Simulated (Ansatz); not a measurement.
# Computed properties of Hg

Hg:
```
CELL_PARAMETERS angstrom
      0.00000     3.36836     3.36836
      3.36836     0.00000     3.36836
      3.36836     3.36836     0.00000
ATOMIC_POSITIONS crystal
  Hg 0.00000 0.00000 0.00000
  Hg 0.25000 0.25000 0.25000
```

Space group Fd-3m (No. 227), diamond; conventional cell a = 6.7367 Å, b = 6.7367 Å, c = 6.7367 Å, α = 90.00°, β = 90.00°, γ = 90.00°.

Method: DFT-r²SCAN in the program Ansatz with PAW potentials. Geometry: relaxed at this level of theory. Other levels are named where they apply.

### Cell and energy

* **Volume per atom**: 38.22 Å³
* **Density**: 8.72 g/cm³

### Electronic structure

* **Electronic character**: metallic (no gap)
* **Density of states at the Fermi level**: 0.61 states/eV per atom (mean over ±0.08 eV)
* **Gap with spin–orbit coupling**: none (metallic)

### Mechanics

Elastic constants (relaxed ions, GPa): C11 = 7.8, C12 = 13.1, C44 = -3.8
Mechanical stability: unstable (C has a negative eigenvalue)

The start of the workflow was typed in or built on a structure type; neither database checked (COD, Materials Project) lists it. It is not the usual solid phase (space group No. 166). The cell was relaxed with r²SCAN under the symmetry of its start. The substance is a gas or liquid at ambient conditions. The volume moved by -24 % from the start of the relaxation. As this level gives no gap, shear constants depend on the k-mesh and smearing (Fermi–Dirac, 0.1 eV here). Scalar-relativistic: spin–orbit coupling is off unless named, which matters more the heavier the elements.

Potentials: the later of the program's two PAW sets.
